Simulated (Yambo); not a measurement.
GaN (wurtzite, space group P6_3mc, No. 186), G0W0@PBE in Yambo with this input:

```
rim_cut
gw0
dyson
el_el_corr
HF_and_locXC
ppa
em1d
RandQpts= 1000000
RandGvec= 1 Ry
EXXRLvcs= 114 Ry
VXCRLvcs= 456 Ry
Chimod= "HARTREE"
% BndsRnXp
 9 | 215 |
%
NGsBlkXp= 15 Ry
% LongDrXp
 1.0 | 1.0 | 1.0 |
%
PPAPntXp= 27.2114 eV
% GbndRnge
 1 | 215 |
%
GTermKind= "BG"
DysSolver= "n"
ExtendOut
```

On a 6×6×2 mesh, with wavefunctions cut at 114 Ry, the gap (Γ → Γ) is 2.928 eV and the valence edge shifts by -0.615 eV.

Problem. What happens with this change: no terminator?

Solution. The gap falls by 0.068 eV, to 2.860 eV; the shift of the valence edge becomes -0.482 eV. Neither run is shown to be the converged limit.

Spin-orbit coupling is not included.

Geometry relaxed with PBEsol; primitive cell a = b = 3.1838 Å, c = 5.1867 Å, α = β = 90.00°, γ = 120.00°.

A shift is the quasiparticle energy of the state minus its PBE energy.

The potentials are those of PseudoDojo's stringent table.
